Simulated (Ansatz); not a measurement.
YTlPd:
```
CELL_PARAMETERS angstrom
      7.82111     0.00000     0.00000
     -3.91055     6.77328     0.00000
      0.00000     0.00000     3.75932
ATOMIC_POSITIONS crystal
  Pd 0.00000 0.00000 0.50000
  Tl 0.26750 0.00000 0.00000
  Tl 0.73250 0.73250 0.00000
  Tl 0.00000 0.26750 0.00000
  Pd 0.33333 0.66667 0.00000
  Pd 0.66667 0.33333 0.00000
  Y  0.59628 0.00000 0.50000
  Y  0.40372 0.40372 0.50000
  Y  0.00000 0.59628 0.50000
```

Relaxed with r²SCAN. Special points in fractions of this cell's reciprocal vectors: Γ (0.000, 0.000, 0.000); M (0.500, 0.000, 0.000); K (0.333, 0.333, 0.000); A (0.000, 0.000, 0.500); L (0.500, 0.000, 0.500); H (0.333, 0.333, 0.500).

Problem. List the band energies nearest the Fermi level at these points for r²SCAN in the plane-wave PAW code Ansatz.

Solution. In eV from the Fermi level; about four levels below and three above (degenerate sets whole), none deeper than 8.9 eV; points with the same levels are listed once.

```csv
k,below,above
Γ,-2.71 -2.71 -2.65 -2.30 -2.30,0.62 0.62 1.15
M,-1.29 -0.55 -0.22 -0.06,1.09 1.29 1.38
K,-2.19 -2.01 -2.01 -0.16,0.05 0.05 1.14
A,-0.82 -0.82 -0.54 -0.05 -0.05,0.52 2.45 2.45
L,-0.75 -0.16 -0.16 -0.09,1.26 2.16 2.22
H,-1.32 -1.32 -0.60 -0.11 -0.11,0.06 1.37 1.37
```

Space group P-62m. The workflow started from an entry of the Crystallography Open Database (COD). Its standing as an ambient phase is unchecked. The r²SCAN relaxation kept the symmetry of its start; its stability against distortions is not shown here. No spin polarisation was allowed. Scalar-relativistic: spin–orbit coupling is off unless named, which matters more the heavier the elements.

Potentials: the later of the program's two PAW sets.
